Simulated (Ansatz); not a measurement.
Ca (fcc (Cu type)), relaxed and computed with several functionals in Ansatz (plane waves, PAW).

```
functional       a (Å)
----------  ----------
LDA         (withheld)
r²SCAN           5.567
PBE              5.526
r²SCAN+D4        5.546
PBEsol           5.455
PBE+D3(BJ)       5.435
```

Task: What belongs in the gaps?

Result: 
- LDA, a (Å): 5.337

All cells were relaxed under the symmetry of their starts (and spin orders); stability against distortions was not tested throughout.

Potentials: the later of the program's two PAW sets.

Ansatz (an electronic-structure program) is a plane-wave DFT program.
